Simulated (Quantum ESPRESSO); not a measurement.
```cif
data_K8Pt4
_chemical_formula_sum 'K8 Pt4'
_space_group_name_H-M_alt 'Fm-3m'
_space_group_IT_number 225
_space_group_name_Hall '-F 4 2 3'
_cell_length_a 7.47225
_cell_length_b 7.47225
_cell_length_c 7.47225
_cell_angle_alpha 90.000
_cell_angle_beta 90.000
_cell_angle_gamma 90.000
loop_
_atom_site_label
_atom_site_type_symbol
_atom_site_symmetry_multiplicity
_atom_site_Wyckoff_symbol
_atom_site_fract_x
_atom_site_fract_y
_atom_site_fract_z
_atom_site_occupancy
K1 K 8 c 0.25000 0.25000 0.25000 1
Pt1 Pt 4 a 0.00000 0.00000 0.00000 1
```
(The calculation used a cell of 3 atoms; values per cell refer to that cell.)

Cell and atoms were relaxed with PBEsol from Materials Project entry mp-1062676, within its symmetry.

### Question
What does PBEsol (pw.x of Quantum ESPRESSO, ONCV potentials, no spin-orbit coupling) give for the electronic structure near the Fermi level?

### Answer
The PBEsol gap is indirect, 1.40 eV, from X to L; the smallest direct gap is 1.47 eV. Without spin-orbit coupling, band edges of such heavy elements can be off by tenths of an eV.

The structure is a Materials Project entry; no match was found in the copy of COD used, and its stability was not checked.
